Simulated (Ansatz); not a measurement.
A: InSe (beta-GaS type, space group P6_3/mmc), a = b = 4.0321 Å, c = 16.7641 Å, α = β = 90.00°, γ = 120.00°
B: SnO (litharge type, space group P4/nmm), a = b = 3.8371 Å, c = 4.7586 Å, α = β = γ = 90.00°
C: CrI₃ (BiI3 type, space group R-3), a = b = 6.818 Å, c = 19.478 Å, α = β = 90.00°, γ = 120.00°
D: PtS$_{2}$ (CdI2 type), a = b = 3.584 Å, c = 4.656 Å, α = β = 90.00°, γ = 120.00°

Scan: energy against volume (even scaling of the relaxed cell, symmetry kept). All come from one method, each on a k mesh of its own. All were relaxed with their symmetry unable to fall. At this level the bands of PtS2 touch or barely overlap; measurements give the solid a gap. At this level the bands of SnO touch or barely overlap; measurements give the solid a gap. PtS2 is run without spin polarisation. Relaxed CrI3 ends ferromagnetic. Spin-orbit coupling is left out. The magnetic order is the one the run started from; other orders were not tried. (This holds for the magnetic or f-shell members.)

**Question.** Rank these by bulk modulus at fixed cell shape (fitted) (lowest first), as PBE-D3(BJ) (plane waves to 420 eV, PAW, scalar-relativistic; Ansatz, a quantum-chemistry and plane-wave program) gives it.

**Answer.** C (18.9 GPa), A (27.9 GPa), B (48.7 GPa), D (83.6 GPa)

(A scan under strain: stresses follow from slopes of the energy per volume, elastic moduli from its curvatures.)
